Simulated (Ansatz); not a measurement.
Task: Each is relaxed and computed with LDA in the plane-wave PAW code Ansatz. Which is the only metal?
A. Be2C, fluorite or antifluorite type
B. BC5, I-4m2 (B on 2c, C on 4e, C on 2b, C on 4f)
C. BP, wurtzite
D. BN, P6_3/mmc (B on 2c, N on 2d)

Result: B, BC5, I-4m2 (B on 2c, C on 4e, C on 2b, C on 4f). BC5: metal; BP: gap 0.79 eV (indirect); BN: gap 4.03 eV (indirect); Be2C: gap 1.20 eV (indirect). Not the usual ambient phase: BP, wurtzite. Standing as an ambient phase not checked: BC5, I-4m2 (B on 2c, C on 4e, C on 2b, C on 4f). Weakly bound layers, chains or molecules computed without a dispersion correction, so cells and soft constants are ill determined: BN, P6_3/mmc (B on 2c, N on 2d). All cells were relaxed under the symmetry of their starts (and spin orders); stability against distortions was not tested throughout.

Potentials: the later of the program's two PAW sets.
